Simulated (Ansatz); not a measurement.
Input and command of a plane-wave DFT calculation in Ansatz:

```yaml
crystal:
  lattice:
    - [-1.4325, 1.4325, 6.71]
    - [1.4325, -1.4325, 6.71]
    - [1.4325, 1.4325, -6.71]
  atoms:
    - { symbol: Ti, position: [0.324, 0.324, 0.0] }
    - { symbol: Ti, position: [0.676, 0.676, 0.0] }
    - { symbol: Cd, position: [0.0, 0.0, 0.0] }
basis:
  ecutwfc: 420
kpoints:
  mp_grid: { grid: [20, 20, 20] }
hamiltonian:
  xc: pbesol
scf:
  occupations: { method: gaussian, width: 0.1 }
output:
  forces: true
  stress: true
  eigenvalues: true
relax:
  adjacent_minimum: "off"
  f_tol: 0.01
  max_steps: 40
```

```bash
ansatz run input.yaml --threads 1 --pin off --max-ram 2560MiB --backend cpu --events-out ev --progress --plain --runs-dir out
```

Processor: Arm Neoverse V1, 1 thread, on a host shared with other jobs.

Question: Estimate time, memory and problem size.

Answer: About 2.4 min on 1 thread of Arm Neoverse V1 (shared host), peak memory 0.9 GiB. It solves 27 bands at 641 k points (the mesh reduced by symmetry) with about 1099 plane waves, in 18 SCF iterations over 3 ionic steps.
